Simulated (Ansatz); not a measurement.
GePd:
Space group Pnma (No. 62); a = 5.728 Å, b = 3.592 Å, c = 6.274 Å, α = 90.00°, β = 90.00°, γ = 90.00°

```json
[
 {"atom": "Ge", "site": "4c", "symmetry": ".m.", "x": "0.1848", "y": "0.2500", "z": "0.4208"},
 {"atom": "Pd", "site": "4c", "symmetry": ".m.", "x": "0.0034", "y": "0.2500", "z": "0.8090"}
]
```

Relaxed with r²SCAN.

Task: Tabulate the valence density and the electron localisation function along the shortest Ge–Ge contact (2.95 Å), r²SCAN (plane waves, PAW; program Ansatz).

Result: 

```csv
distance from Ge (Å),density (e/Å³),ELF
0.29,21.14,0.01
0.44,7.17,0.07
0.59,2.29,0.19
0.74,0.95,0.32
0.88,0.52,0.36
1.03,0.35,0.38
1.18,0.27,0.42
1.33,0.23,0.41
1.47,0.22,0.40
1.62,0.23,0.41
1.77,0.27,0.42
1.92,0.35,0.38
2.06,0.52,0.36
2.21,0.95,0.32
2.36,2.29,0.19
2.51,7.17,0.07
2.65,21.14,0.01
```

The density is the valence pseudo-density with augmentation charge, so density and ELF within about 1 Å of a nucleus are not all-electron values.

The workflow started from a Materials Project entry (that database holds measured and hypothetical structures alike); the Crystallography Open Database files this formula in space group No. 62, but the cells were not matched. Whether it is the stable phase at ambient conditions was not checked. The r²SCAN relaxation kept the symmetry of its start; whether a distortion lowers the energy is not shown. No spin polarisation was allowed.

Potentials: the later of the program's two PAW sets.
